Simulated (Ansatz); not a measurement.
PbTe (rock salt)

```
CELL_PARAMETERS angstrom
      0.00000     6.56902     6.56902
      3.28451     0.00000     3.28451
      3.28451     3.28451     0.00000
ATOMIC_POSITIONS crystal
  Te 0.00000 0.00000 0.00000
  Te 0.50000 0.00000 0.00000
  Pb 0.25000 0.50000 0.50000
  Pb 0.75000 0.50000 0.50000
```

Scan: atom 3 (Pb, nearest neighbour Te at 3.285 Å; its periodic images, 4.6 Å or more away, move with it) is displaced along Cartesian [110], direction (0.707, 0.707, 0.000) in Cartesian axes, by s. The other atoms stay.

Computed with PBE (plane waves to 420 eV, PAW, scalar-relativistic; Ansatz, a first-principles code). k mesh 7×7×7 (Γ-centred), Fermi-Dirac smearing 0.05 eV. Energies are smeared free energies. PbTe was relaxed with its symmetry unable to fall. Spin-orbit coupling is left out, though Pb and Te are heavy. ΔE is measured from the undisplaced structure.

```
s (Å)   ΔE (meV/cell)
------  -------------
-0.330           71.3
-0.264       withheld
-0.198           23.2
-0.132            9.9
-0.066            2.4
0.000             0.0
0.066             2.4
0.132             9.9
0.198            23.2
0.264        withheld
0.330            71.3
```

Q: Fit an even polynomial form (powers 2, 4) to the given rows and predict ΔE at s = -0.264.

A: Least squares on the 9 given rows: ΔE = (555.0)·s² + (916.1)·s⁴, in meV/cell with s in Å; root-mean-square residual 0.03 meV/cell. At -0.264 the fit gives 43.1 meV/cell; the calculation gives 43.2 meV/cell, so the interpolation is off by -0.1 (-0.2 %). The quadratic term alone would give 38.7 meV/cell.

(A displaced cell: forces are minus the slopes of the energy, force constants its curvatures, and phonons follow from these.)
